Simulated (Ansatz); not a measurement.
## Cu (Fm-3m), two-dimensional strain map

Theory: DFT PBEsol, scalar-relativistic, plane waves, PAW (Ansatz 0.2.0). Settings: plane waves to 420 eV, k-mesh 22×22×22 (Γ-centred), Gaussian smearing 0.15 eV. No spin polarisation. Energies are free energies at this smearing, counted from the undisturbed cell; pressure is positive in compression.

Zero of the scan (as given, not relaxed at this level; it stands at -6.5 GPa):

```yaml
crystal:
  lattice:
    - [0.00000, 1.80750, 1.80750]
    - [1.80750, 0.00000, 1.80750]
    - [1.80750, 1.80750, 0.00000]
  atoms:
    - { symbol: Cu, position: [0.00000, 0.00000, 0.00000] }
```

The cell is strained by p along both x and y and by q along z, fractional coordinates fixed. Points are written (p, q).

Energy above the undisturbed cell in meV/atom (a dash: not computed):

```
 p \ q  -0.030  -0.015  0.000  0.015  0.030
-0.030     4.3    -3.2   -6.9   -6.9   -3.5
-0.015    -8.1   -10.4   -9.2   -4.7    2.8
 0.000    -8.2    -5.7    0.0    8.6   19.8
 0.015     2.3     9.3   19.0   31.3   45.9
 0.030    22.1    33.1   46.4   62.0   79.7
```

Pressure in GPa:

```csv
p \ q,-0.030,-0.015,0.000,0.015,0.030
-0.030,9.2,6.1,3.2,0.6,-1.7
-0.015,3.2,0.4,-2.0,-4.3,-6.3
0.000,-2.0,-4.3,-6.5,-8.4,-10.1
0.015,-6.3,-8.4,-10.2,-11.8,-13.3
0.030,-10.0,-11.7,-13.3,-14.7,-15.9
```